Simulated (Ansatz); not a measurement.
Cu:
```xyz
1
Lattice="-1.4208 1.4208 1.4208 1.4208 -1.4208 1.4208 1.4208 1.4208 -1.4208" Properties=species:S:1:pos:R:3 pbc="T T T"
Cu     0.0000     0.0000     0.0000
```

Relaxed with r²SCAN. Special points in fractions of this cell's reciprocal vectors: Γ (0.000, 0.000, 0.000); H (0.500, -0.500, 0.500); N (0.000, 0.000, 0.500); P (0.250, 0.250, 0.250).

**Question.** List the band energies nearest the Fermi level at these points for r²SCAN in the plane-wave PAW code Ansatz.

**Answer.** In eV from the Fermi level; about four levels below and three above (degenerate sets whole), none deeper than 8.9 eV; … stands for higher levels left out; points with the same levels are listed once.

| k | below | above |
|---|---|---|
| Γ | -3.29 -3.29 -3.29 -2.23 -2.23 | … |
| H | -4.99 -4.99 -1.61 -1.61 -1.61 | … |
| N | -2.27 -2.11 -1.43 -0.73 | 4.73 … |
| P | -4.03 -4.03 -4.03 -2.09 -2.09 | … |

Space group Im-3m (bcc (W type)). The start of the workflow was typed in or built on a structure type; neither database checked (COD, Materials Project) lists it. It is not the phase usual at ambient conditions (space group No. 225). Symmetry was held in the r²SCAN relaxation. At this level the phase is mechanically unstable. The run is not spin-polarised.

Potentials: the later of the program's two PAW sets.
